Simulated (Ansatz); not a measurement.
# One site varied: rock salt compounds of Cl

Screening note. All rows share the structure (rock salt) and keep Cl fixed, while the element on the remaining site is varied. Ratios to the reference expose how stiffness follows bond length.

The reference row is NaCl.

Computed with Ansatz, a plane-wave PAW program. bond length, volume per atom: r²SCAN, relaxed cell; bulk modulus, shear modulus: r²SCAN, elastic tensor, Hill average; gap: r²SCAN.

Model: ln(d/d_ref), a natural logarithm; ln(K/K_ref), a natural logarithm; relative value = row/reference.

```csv
crystal,shortest bond (Å),V (Å³/atom),K (GPa),G (GPa),gap (eV),ln(d/d_ref),ln(K/K_ref),K (relative)
"NaCl (rock salt), reference",2.804,22.04,27.5,17.1,5.97,0.000,0.000,1.00
LiCl (rock salt),2.556,16.70,34.8,23.9,7.29,−0.093,0.235,1.27
AgCl (rock salt),2.772,21.31,50.5,8.4,1.48,−0.011,0.608,1.84
KCl (rock salt),3.147,31.15,19.2,10.4,5.83,0.115,−0.359,0.70
```

Runs started from generated or typed cells of the structure named: NaCl. Spin–orbit coupling is left out unless named; it moves the gap of AgCl by under 0.05 eV.

Worked for AgCl:

- ln(d/d_ref): ln(2.772/2.804) = −0.011
- ln(K/K_ref): ln(50.5/27.5) = 0.608
- relative bulk modulus: 50.5/27.5 = 1.84

In order of relative bulk modulus, highest first: AgCl (1.84 ± 0.092), LiCl (1.27 ± 0.063), NaCl (1.00 ± 0.050), KCl (0.70 ± 0.035). The ± follows from allowances picked for this note (bulk modulus 5 %), carried to first order and added in quadrature, each row's own inputs moving alone; ≈ joins neighbours closer than their two ± added in quadrature.

Members need not be the stable phase of their formula. Rows are a sample of the computed members of this series, without regard to agreement with measurement. Limits of the draw: no layered crystals, gaps over 0.2 eV where gaps are compared; for moduli and speeds, an anisotropy index under 2.5, no layered crystals. As a rule kept out of such tables: 4f compounds, open-shell compounds run without a Hubbard term, cells found unstable in the tests at hand, cells close to a higher symmetry, and runs set to a pressure or over 12 % in volume from the crystal's fullest run.
